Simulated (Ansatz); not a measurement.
## Computed scan of one atom of the cell: CdS (wurtzite)

Relaxed CdS (wurtzite):

```xyz
4
Lattice="4.1962 0.0000 0.0000 -2.0981 3.6340 0.0000 0.0000 0.0000 6.8295" Properties=species:S:1:pos:R:3 pbc="T T T"
Cd     0.0000     2.4227     6.8238
Cd     2.0981     1.2113     3.4091
S      0.0000     2.4227     2.5654
S      2.0981     1.2113     5.9802
```

In this cell atom 4 (S, nearest neighbour Cd at 2.565 Å; its periodic images, 4.2 Å or more away, move with it) is moved by s along Cartesian z, unit vector (0.000, 0.000, 1.000); all other atoms and the cell stay fixed.

Calculation: PBE (plane waves to 420 eV, PAW, scalar-relativistic; Ansatz, a first-principles code). k mesh 7×7×4 (Γ-centred), Fermi-Dirac smearing 0.05 eV. Energies are smeared free energies. Stress and pressure are positive under compression. Left out: 1 of 11 points, with atoms too close for the PAW data. F∥ is the force on the atom along that direction. CdS was relaxed with its symmetry unable to fall. ΔE is measured from the undisplaced structure.

```json
[
 {"s (Å)": "-0.616", "ΔE (meV/cell)": "2691", "P (GPa)": "9.2", "F∥ (eV/Å)": "12.729"},
 {"s (Å)": "-0.462", "ΔE (meV/cell)": "1218", "P (GPa)": "4.3", "F∥ (eV/Å)": "6.907"},
 {"s (Å)": "-0.308", "ΔE (meV/cell)": "445", "P (GPa)": "1.6", "F∥ (eV/Å)": "3.428"},
 {"s (Å)": "-0.154", "ΔE (meV/cell)": "93", "P (GPa)": "0.3", "F∥ (eV/Å)": "1.310"},
 {"s (Å)": "0.000", "ΔE (meV/cell)": "0", "P (GPa)": "0.0", "F∥ (eV/Å)": "0.002"},
 {"s (Å)": "0.154", "ΔE (meV/cell)": "66", "P (GPa)": "0.3", "F∥ (eV/Å)": "-0.797"},
 {"s (Å)": "0.308", "ΔE (meV/cell)": "228", "P (GPa)": "0.8", "F∥ (eV/Å)": "-1.252"},
 {"s (Å)": "0.462", "ΔE (meV/cell)": "440", "P (GPa)": "1.5", "F∥ (eV/Å)": "-1.459"},
 {"s (Å)": "0.616", "ΔE (meV/cell)": "668", "P (GPa)": "2.2", "F∥ (eV/Å)": "-1.491"},
 {"s (Å)": "0.770", "ΔE (meV/cell)": "894", "P (GPa)": "2.8", "F∥ (eV/Å)": "-1.422"}
]
```

Key numbers:

- Energy at s = 0.770 Å = 894 meV/cell
- Force along the line at s = -0.616 Å = 12.7 eV/Å
- Symmetry of the curve = not even: the negative side lies higher at ±0.616 Å
- Shape of the curve = a single well with its minimum at or next to zero displacement
- Force constant k = d²E/ds² at s = 0 (finite differences) = 6.59 eV/Å²
- Harmonic estimate at the end of the scan = ½ks² = 1954 meV/cell against the computed 894 meV/cell, so the well is softer than harmonic there

(For displaced atoms, the force is minus the slope of the energy, and its curvature is a force constant, which sets phonon frequencies.)
